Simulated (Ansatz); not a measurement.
ZnSe (zinc blende, F-43m), plane-wave PAW LDA (Ansatz code): ε∞ = 7.51, cell volume 43.14 Å³. Infrared-active transverse modes:

| ω_TO (cm⁻¹) | oscillator strength S_xx (e²/amu) |
|---|---|
| 217.8 | 0.1083 |

Q: Compute the static dielectric constant.

A: Each mode adds (4.921e7/V) S/ω²: 2.61. So ε0 = 10.1.

Q: What LO frequency does the Lyddane–Sachs–Teller relation give?

A: ω_LO = ω_TO √(ε0/ε∞) = 253 cm⁻¹.

Symmetry was held in the LDA relaxation; phonons on a q-mesh show no instability. Scalar-relativistic: spin–orbit coupling is off unless named, which matters more the heavier the elements.

Potentials: the earlier of the program's two PAW sets.
